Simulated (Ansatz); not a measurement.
# Optical constants of Ti$_{2}$TeO

Computed with DFT PBE, scalar-relativistic, plane waves, PAW in Ansatz 0.2.0. Plane waves to 420 eV; Γ-centred k mesh 15×15×8; Fermi-Dirac smearing of 0.15 eV. No spin polarisation.

Equilibrium structure at this level:
```
CELL_PARAMETERS angstrom
3.32263 0.00000 0.00000
-1.66131 2.87748 0.00000
0.00000 0.00000 6.37688
ATOMIC_POSITIONS crystal
Ti 0.33333 0.66667 0.34288
Ti 0.66667 0.33333 0.65712
Te 0.00000 0.00000 0.00000
O 0.00000 0.00000 0.50000
```

The cell was built by swapping an element in a database structure (itself possibly hypothetical) and relaxing; it need not be the stable form of this composition. In a metal these results depend on the k mesh and the smearing. Spin polarisation was left out, and a magnetic state may lie lower. Spin–orbit coupling is left out, which matters for heavy elements. A semilocal functional can close a gap that the real compound has.

Independent-particle response (no local fields, no excitons) on a 24×24×12 mesh, broadened by 0.1 eV; the Drude term is undamped and its weight carries the smearing above, which sets much of it in a semimetal. The run couldn't bound its error over part or most of this range, so small peaks and near ties are unsure. Light polarised along y. ε₁ lacks the small share of bands above those solved.

Problem. Tabulate n, κ, the reflectivity and the absorption coefficient against photon energy.

Solution.
```
E (eV) n      κ     R  α (10⁵ cm⁻¹)
   0.2  2.85  16.98  0.96          3.44
   0.6  4.83   6.53  0.75          3.97
   1.0  3.92   5.37  0.70          5.44
   1.4  3.27   3.39  0.56          4.81
   1.8  3.84   3.50  0.57          6.39
   2.2  3.13   3.62  0.59          8.08
   2.6  2.65   3.25  0.56          8.56
   3.0  2.73   3.15  0.54          9.57
   3.4  2.23   3.12  0.56         10.75
   3.8  1.73   3.06  0.59         11.80
   4.2  1.60   2.69  0.54         11.45
   4.6  1.28   2.85  0.62         13.29
   5.0  0.85   2.22  0.59         11.24
   5.4  0.79   1.78  0.50          9.75
   5.8  0.93   1.36  0.33          8.00
   6.2  1.20   1.00  0.18          6.28
   6.6  1.60   0.80  0.14          5.36
   7.0  2.28   1.75  0.34         12.43
   7.4  1.81   1.63  0.31         12.23
   7.8  1.83   1.77  0.34         13.97
   8.2  1.72   1.73  0.34         14.37
   8.6  1.83   2.05  0.40         17.90
   9.0  1.29   2.36  0.52         21.55
   9.4  1.07   2.26  0.54         21.54
   9.8  0.61   2.09  0.65         20.78
```

Problem. Where is the highest local maximum of ε₂ between 0.3 and 10 eV?

Solution. At 1.9 eV, where ε₂ = 27.3.